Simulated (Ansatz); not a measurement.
Theory: Ansatz, DFT PBE, scalar-relativistic, plane waves, PAW, and for the lanthanide a 4f-in-core norm-conserving potential. All cells share a 630 eV cutoff and Γ-centred k meshes spaced at most about 0.3 Å⁻¹ (about 0.25 or finer for metals, 2π included). No spin polarisation in the final relaxations.

Temperature and zero-point effects are left out.

Two forms of DyGe3P were relaxed alike.

A.

```
Dy Ge P
1.0
     3.79601    0.00000    0.00000
     0.00000    3.79601    0.00000
     0.00000    0.00000    7.50214
Dy Ge P
1 3 1
Direct
  0.00000 0.00000 0.00000
  0.50000 0.50000 0.81848
  0.50000 0.50000 0.18152
  0.00000 0.00000 0.50000
  0.50000 0.50000 0.50000
```

B.

```
Dy Ge P
1.0
     4.82171    0.00000    0.00000
     0.00000    4.82171    0.00000
     0.00000    0.00000    4.82171
Dy Ge P
1 3 1
Direct
  0.00000 0.00000 0.00000
  0.00000 0.50000 0.50000
  0.50000 0.00000 0.50000
  0.50000 0.50000 0.00000
  0.50000 0.50000 0.50000
```

**Question.** Which is lower in energy, and by how much?

**Answer.** A is lower, by 243 meV/atom. A has space group P4/mmm (No. 123), 21.6 Å³/atom and no gap on its mesh; B has the antiperovskite type, space group Pm-3m (No. 221), 22.4 Å³/atom and no gap. The denser one is the lower, and pressure would at first widen the difference. In A, Dy has 8 Ge at 3.01 Å; Ge on a site of symmetry 4mm is surrounded by 1 P at 2.39 Å, 1 Ge at 2.72 Å and 4 Dy at 3.01 Å; P is surrounded by 2 Ge at 2.39 Å and 4 Ge at 2.68 Å; 1 more site not described. In B, around Dy lie 12 Ge at 3.41 Å; Ge has 2 P at 2.41 Å, 4 Dy at 3.41 Å and 8 Ge at 3.41 Å; around P lie 6 Ge at 2.41 Å. Both come from invented guesses. A third cell relaxed alike, in P4mm, lies 0.34 eV/atom below the lower of the two.

Cells relaxed within their symmetry can be saddle points.

The lanthanide is trivalent by construction, without f bands, f moments or other valences.
